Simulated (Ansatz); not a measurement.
MgO (wurtzite, space group No. 186), plane-wave PAW LDA (Ansatz code), all energies at zero smearing, with the estimated change up to a 700 eV cutoff added, with one set of potentials and settings (totals compare only within such a set). Cell of 4 atoms (2 Mg, 2 O): -4919.591 eV.

```
element                            reference phase  E (eV/atom)
-------  -----------------------------------------  -----------
Mg                   P6_3/mmc, 2 atoms in the cell   -1901.6031
O        C2/m, 4 atoms in the cell, spin-polarised    -552.6518
```

Formation energy per atom, worked out: (-4919.591 − 2×(-1901.6031) − 2×(-552.6518))/4 = -2.770 eV/atom (-267 kJ per mol of atoms), at 0 K, without zero-point energy or fitted corrections.

Space group P6_3mc (wurtzite). The first step of the workflow began from a Materials Project structure, measured or hypothetical; the Crystallography Open Database copy checked does not list it. It is not the phase usual at ambient conditions (space group No. 225). The LDA relaxation kept the symmetry of its start; phonons on a q-mesh show no instability. The references are the lowest solids computed at this level, not always the standard phases (solids in place of the gases).

Potentials: the later of the program's two PAW sets.
